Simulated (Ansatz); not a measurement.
**WS₂: which input changes reach the field gradients?**

Cell: an entry of the Crystallography Open Database (COD) (the entry's cell lengths or inner coordinates differ somewhat from later room-temperature determinations), atoms as given.

Space group P6_3/mmc (No. 194); a = 3.1800, c = 12.5000 Å, γ = 120.00°.

```csv
site,Wyckoff,site symmetry,x,y,z
W,2c,-6m2,0.3333,0.6667,0.2500
S,4f,3m.,0.3333,0.6667,0.6250
```

One atom of each set is listed.

Reference run. Computed with Ansatz: DFT, PBE, plane waves and PAW, scalar-relativistic, collinear spin, 420 eV cutoff, Γ-centred 11×11×3 k-points, Fermi–Dirac smearing 0.02 eV. Start moments as typed (μB): 2 on each W, none on the rest.

It gives V_zz (10²¹ V/m²) W -17.91 (η 0.00), S -4.71 (η 0.00). Each of these runs changes the input as listed (caps on SCF iterations aside):

A. scf.algorithm: not typed → direct_min
B. scf.n_extra_bands: not typed → 0; scf.occupations: {method: fermi_dirac, width: 0.02} → {method: fermi_dirac, width: 0.3}
C. hamiltonian.pseudopotentials: {kind: paw} → {kind: paw, source: ansatz}; scf.mixing.algorithm: not typed → anderson; scf.mixing.beta: not typed → 0.1

(1) Which of these changes matter for the gradients?

Answers

(1) 

```tsv
run	W V_zz (η)	S V_zz (η)	largest change of a gradient tensor, all atoms	note
A	-17.91 (0.00)	-4.71 (0.00)	0.00	converged
B	–	–	–	refused: inconsistent input (scf.n_extra_bands): n_bands = 26 cannot host the net starting moment |Σ_I m_I| = 4.0000 μB: with N_el = 52 the majority spin channel must hold (N_el …
C	-17.09 (0.00)	-4.74 (0.00)	0.82	converged; another set of PAW files; cutoff taken 760 eV
```

Run C moves them most, on W (V_zz from -17.91 to -17.09). Run B holds no extra empty bands under a smearing of 0.3 eV.

In run C the shift comes from hamiltonian.pseudopotentials: the other keys steer the path to self-consistency or leave the density as it is.

On the reference run: Without spin–orbit coupling the gradients at and beside W can be off by some per cent, at some sites by more. The start moments die out, and the run ends without spin.
